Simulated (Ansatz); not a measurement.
CsCl (CsCl type)

```xyz
2
Lattice="4.1403 0.0000 0.0000 0.0000 4.1403 0.0000 0.0000 0.0000 4.1403" Properties=species:S:1:pos:R:3 pbc="T T T"
Cs     0.0000     0.0000     0.0000
Cl     2.0702     2.0702     2.0702
```

This relaxed cell (volume V₀) is scaled evenly in all directions, its shape held. Symmetry pins the atoms to their sites.

These are r2SCAN (plane waves to 500 eV, PAW, scalar-relativistic; Ansatz, a quantum-chemistry and plane-wave program) values and carry that method's errors. k mesh 8×8×8 (Γ-centred), Fermi-Dirac smearing 0.05 eV. E stands for the smeared free energy. Stress and pressure are positive under compression. CsCl was relaxed with its symmetry unable to fall. The zero of ΔE is the relaxed starting cell.

| V (Å³/atom) | ΔE (meV/atom) |
|---|---|
| 29.809 | 74.3 |
| 30.755 | withheld |
| 31.702 | 29.1 |
| 32.648 | 15.4 |
| 33.594 | 6.5 |
| 34.540 | 1.5 |
| 35.487 | 0.0 |
| 36.433 | 1.4 |
| 37.379 | 5.2 |
| 38.326 | 11.0 |
| 39.272 | 18.7 |
| 40.218 | 27.8 |
| 41.165 | 38.1 |

**Question.** Fit a third-order Birch-Murnaghan form (E₀, V₀, B₀, B₀′ free) to the given rows and predict ΔE at V = 30.755.

**Answer.** Least squares on the 12 given rows: ΔE = E₀ + (9V₀B₀/16)·y²·[2 + (B₀′ − 4)y], y = (V₀/V)^(2/3) − 1, with V₀ = 35.488 Å³/atom, B₀ = 18.27 GPa (160.2 GPa = 1 eV/Å³; the term in eV is multiplied by 1000), B₀′ = 5.20, E₀ = 0.02 meV/atom; root-mean-square residual 0.03 meV/atom. At 30.755 the fit gives 48.4 meV/atom; the calculation gives 48.4 meV/atom, the same to the digits shown. For the pressure the fit gives 3.80 GPa against the computed 3.79 GPa.

(A scan under strain: stresses follow from slopes of the energy per volume, elastic moduli from its curvatures.)
